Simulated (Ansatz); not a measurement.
## What DFT gives for BaW

```xyz
4
Lattice="5.5353 0.0000 0.0000 0.0000 6.6944 0.0000 0.0335 0.0000 5.8190" Properties=species:S:1:pos:R:3 pbc="T T T"
W     0.0084    1.2184    1.4548
W     0.0251    5.4760    4.3643
Ba    2.7760    4.5522    1.4548
Ba    2.7928    2.1422    4.3643
```

Level: m-r2SCAN, no spin polarisation; 500 eV; 5×4×5 Γ-centred mesh; cold occupations (width 0.0263 eV); Ansatz 0.2.0, fixed geometry.

Question: Which element gives electrons and which takes them?

Answer: Bader charges in e: Ba +1.17, W -1.17. In the mean Ba gives up most and W takes most.

Question: Where is the largest force?

Answer: The largest is on W1 (and as large on other atoms): 1.73 eV/Å, components (0.00, -1.73, 0.00). It makes 50° with the line to a nearest neighbour, W2 at 3.80 Å.

Question: Describe some of the short contacts.

Answer: Ba–Ba at 3.78 Å: least valence density 0.05 e/Å³ and ELF 0.02 there. W–W at 3.80 Å: least valence density 0.12 e/Å³ and ELF 0.53 there. W–Ba at 4.11 Å: least valence density 0.05 e/Å³ and ELF 0.11 there. These are pseudo-fields; inside the PAW spheres they differ from the all-electron ones.

Question: What does the stress say?

Answer: The pressure is -9.0 GPa (compression positive), so with the atoms held at these fractions the cell would first shrink; the forces are large, so a full relaxation may end otherwise.

Question: What happens at the Fermi level?

Answer: It is a metal, with about 12 states/eV a cell as the mean within 0.25 eV of the Fermi level, mostly W d (80 %).

Origin: a known structure type with other elements, at an estimated volume, so it need not be a known compound. Caveats: many states at the Fermi level without spin polarisation, so a magnetic state may lie lower; atoms or cell far from equilibrium; m-r2SCAN is r2SCAN with a changed spin dependence that lowers moments.
